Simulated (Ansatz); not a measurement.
Lu (hcp, Mg type)

```
Lu
1.0
    3.50708     0.00000     0.00000
   -1.75354     3.03722     0.00000
    0.00000     0.00000     5.46208
Lu
2
Direct
  0.33333   0.66667   0.75000
  0.66667   0.33333   0.25000
```

The slice is a (1 -1 0 0) plane (indices of the conventional cell) through the point (0.333, 0.667, 0.750) (fractional), spanned by u = [110] and v = [001] in vectors of this cell: u (3.51 Å) and v (5.46 Å, at 90° to u). It covers one period; positions are fractions (u, v).

All values below come from PBE (plane waves to 420 eV, PAW, scalar-relativistic; Ansatz, an electronic-structure program). k mesh 15×15×9. Near the nuclei the fields are pseudised (PAW); where an atom keeps semicore shells as valence, they peak there. Lu is run without spin polarisation. Lu was relaxed with its symmetry unable to fall.

Problem. What is the ELF at the midpoint of the shortest Lu–Lu line in this plane (3.51 Å)?

Solution. 0.3.

Problem. What is the valence density on the shortest Lu–Lu line in this plane (3.51 Å), at its midpoint?

Solution. 0.11 e/Å³.

Problem. Sketch the electron localisation function (ELF) on this plane as a map.

Solution. 
```
|xxxxxx99886622000000222200000022668899xxxx|
|xxxxxx99885511000011222211000011558899xxxx|
|999999886633000000113333110000003366889999|
|998888663311000011223333221100001133668888|
|665544221100000011334444331100000011224455|
|222211000000001122445555442211000000001122|
|000000000000112233444444443322110000000000|
|000000001111222233333333333322221111000000|
|222222222222222222221111222222222222222222|
|444444443322221111000000001111222233444444|
|666655553322110000000000000000112233555566|
|777766553311000000000000000000001133556677|
|777766442200000000000000000000000022446677|
|777766442200000000111111110000000022446677|
|777766331100000000112222110000000011336677|
|777755331100000011112222111100000011335577|
|777766331100000000112222110000000011336677|
|777766442200000000111111110000000022446677|
|777766442200000000000000000000000022446677|
|777766553311000000000000000000001133556677|
|666655553322110000000000000000112233555566|
|444444443322221111000000001111222233444444|
|222222222222222222221111222222222222222222|
|000000001111222233333333333322221111000000|
|000000000000112233444444443322110000000000|
|222211000000001122445555442211000000001122|
|665544221100000011334444331100000011224455|
|998888663311000011223333221100001133668888|
|999999886633000000113333110000003366889999|
|xxxxxx99885511000011222211000011558899xxxx|
|xxxxxx99886622000000222200000022668899xxxx|
|xxxxxx99996622000000111100000022669999xxxx|
```
Scale: ten equal steps from 0.10 (start of '0') to 0.87 (end of '9'), in the order '0123456789'. Values: electron localisation function (ELF). The map has 21 points along u (two characters each, u = 0 at the left) and 32 along v (v = 0 in the bottom row). Points within 0.5 Å of a nucleus are blanked (x), as the pseudised field means little there.
